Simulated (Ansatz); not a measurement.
CoPt2W: reading a single point

```
Co Pt W
1.0
     3.96868    0.00000    0.00000
     0.00000    3.96868    0.00000
     0.00000    0.00000    3.89282
Co Pt W
1 2 1
Cartesian
  1.9843 1.9843 0.0000
  0.0000 1.9843 1.9464
  1.9843 0.0000 1.9464
  0.0000 0.0000 0.0000
```

Level: PBE, no spin polarisation; 420 eV; 9×9×9 Γ-centred mesh; fermi-dirac occupations (width 0.0627 eV); Ansatz 0.2.0, fixed geometry.

Task: What is the formation energy?

Result: 0.02 eV an atom against the elements' usual phases (free molecules for gases, crystals otherwise, with no correction for O₂ or N₂), too near zero to call. Relaxing would lower it.

Task: Are the atoms at rest?

Result: The forces vanish by the symmetry of the sites.

Task: What happens at the Fermi level?

Result: It is a metal, with about 5.9 states/eV a cell as the mean within 0.25 eV of the Fermi level, mostly W d (48 %), Co d (27 %) and Pt d (19 %).

Task: Is the cell too large or too small?

Result: The pressure is -14.6 GPa (compression positive), so with the atoms held at these fractions the cell would first shrink. The principal stresses -16.5, -16.5, -10.7 GPa differ, so its shape would change too.

Origin: a known structure type with other elements, at an estimated volume, so it need not be a known compound. Caveats: no spin polarisation, so a magnetic state may lie lower.
